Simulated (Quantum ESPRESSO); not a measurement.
```
BaO2
1.0
   -1.88565     1.88565     3.37505
    1.88565    -1.88565     3.37505
    1.88565     1.88565    -3.37505
O Ba
2 1
Direct
  0.39121   0.39121   0.00000
  0.60879   0.60879   0.00000
  0.00000   0.00000   0.00000
```

Cell and atoms were relaxed with PBEsol from Materials Project entry mp-1105, within its symmetry.

### Question
What does PBEsol (Quantum ESPRESSO, PseudoDojo norm-conserving, 84 Ry, without SOC) give for the electronic structure near the Fermi level?

### Answer
The PBEsol gap is direct, 2.07 eV at Z.
